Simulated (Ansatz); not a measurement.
VSb2Te4, MnBi2Te4-type layer, relaxed and computed with two functionals in Ansatz (plane waves, PAW).

```csv
functional,a (Å),thickness (Å)
PBE,4.254,10.56
r²SCAN+D4,?,?
```

Task: Some entries are withheld; supply them.

Result: 
- r²SCAN+D4, a (Å): 4.224
- r²SCAN+D4, thickness (Å): 10.55

Spin orders computed, not proven ground states: VSb2Te4, MnBi2Te4-type layer with PBE ferromagnetic; VSb2Te4, MnBi2Te4-type layer with r²SCAN+D4 ferromagnetic. All cells were relaxed under the symmetry of their starts (and spin orders); stability against distortions was not tested throughout. Spin–orbit coupling is left out wherever it is not named. Constructed layers (a layer type filled with these elements): VSb2Te4, MnBi2Te4-type layer; VSb2Te4, MnBi2Te4-type layer.

Potentials: the later of the program's two PAW sets.

Ansatz (a program for electronic structure) is a plane-wave DFT program.
